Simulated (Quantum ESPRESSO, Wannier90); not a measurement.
# Wannierisation of HfBe5 (P6/mmm)

```
begin unit_cell_cart
ang
    4.5193999091    0.0000000000    0.0000000000
   -2.2596999546    3.9139151312    0.0000000000
    0.0000000000    0.0000000000    3.4396900000
end unit_cell_cart
begin atoms_frac
Hf   0.0000000000  0.0000000000  0.0000000000
Be   0.3333333333 -0.3333333333  0.0000000000
Be  -0.3333333333  0.3333333333  0.0000000000
Be   0.5000000000  0.0000000000  0.5000000000
Be   0.5000000000  0.5000000000  0.5000000000
Be   0.0000000000  0.5000000000  0.5000000000
end atoms_frac
```

Structure: Materials Project mp-2025, symmetrised, not relaxed again. Not found in the COD (Crystallography Open Database) copy used; not checked further. Level: PBEsol, no spin polarisation, no spin-orbit coupling; pw.x of Quantum ESPRESSO at 71 Ry with PseudoDojo potentials, 4×4×6 k-points, Wannier90. Density: 12×12×12 mesh, cold smearing 0.01 Ry. Spin-orbit coupling is left out although heavy elements are present.

A tight-binding model is made by disentanglement and projection with no localisation steps (num_iter = 0), so the 29 orbitals stay atom-like: hydrogen-like Hf: s;p;d; Be: s;p, axes along x, y, z; frozen window up to 1.50 eV relative to the Fermi level. It follows pw.x to 14 meV rms for states up to 1.0 eV relative to the Fermi level. Matrix elements depend on this choice of orbitals and windows.

**Question.** What are the on-site energies relative to the Fermi level, and how fast do the hoppings decay?

**Answer.** 
```tsv
atom	orbitals	energy (eV)
Hf1	s	6.22
Hf1	pz	11.96
Hf1	px py	14.35
Hf1	dz2	3.80
Hf1	dxz dyz	3.63
Hf1	dx2-y2 dxy	3.88
Be2	s	5.61
Be2	pz	8.83
Be2	px py	7.57
Be3	s	5.61
Be3	pz	8.83
Be3	px py	7.57
Be4	s	5.70
Be4	pz	8.52
Be4	px	7.41
Be4	py	8.79
Be5	s	5.70
Be5	pz	8.52
Be5	px	8.44
Be5	py	7.76
Be6	s	5.70
Be6	pz	8.52
Be6	px	8.44
Be6	py	7.76
```

```csv
distance of the centres (Å),largest modulus (eV)
2–3,3.2
3–4,1.6
4–5,0.50
5–6,0.39
6–7,0.047
```
